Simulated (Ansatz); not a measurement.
Consider the following.

BiBr:
```
BiBr
1.0
   -2.11959    -0.74878   -19.54229
   -2.12090    -6.83541     0.00000
   -4.24184     0.00000     0.00000
Bi Br
8 8
Direct
  0.99723   0.34481   0.82898
  0.00277   0.65519   0.17102
  0.50282   0.84393   0.82663
  0.49718   0.15607   0.17337
  0.15162   0.26405   0.79219
  0.84838   0.73595   0.20781
  0.34789   0.80364   0.92419
  0.65211   0.19636   0.07581
  0.81492   0.46025   0.86234
  0.18508   0.53975   0.13766
  0.37450   0.51796   0.55377
  0.62550   0.48204   0.44623
  0.88227   0.01072   0.55345
  0.11773   0.98928   0.44655
  0.31477   0.08652   0.29933
  0.68523   0.91348   0.70067
```

This is the r²SCAN+D4-relaxed structure. Tensor components refer to the Cartesian frame of this cell.

All from r²SCAN+D4 in the plane-wave PAW code Ansatz, unless another level is named. Give the HSE06 gap on the r²SCAN+D4 cell.

1.07 eV.

What about the hole effective mass?

0.27, 0.68, 1.4 mₑ (principal values).

Give the electron effective mass.

0.12, 0.24, 0.84 mₑ (principal values).

Predict the valence-band maximum.

at V (k = 0.500, 0.500, 0.000 in fractions of the reciprocal vectors).

Space group C2/m. The first step of the workflow began from a Materials Project structure, measured or hypothetical; the Crystallography Open Database files this formula in space group No. 12, but the cells were not matched. Its standing as an ambient phase is unchecked. The r²SCAN+D4 relaxation kept the symmetry of its start; whether a distortion lowers the energy is not shown. Spin–orbit coupling is left out wherever it is not named.

Potentials: the later of the program's two PAW sets.
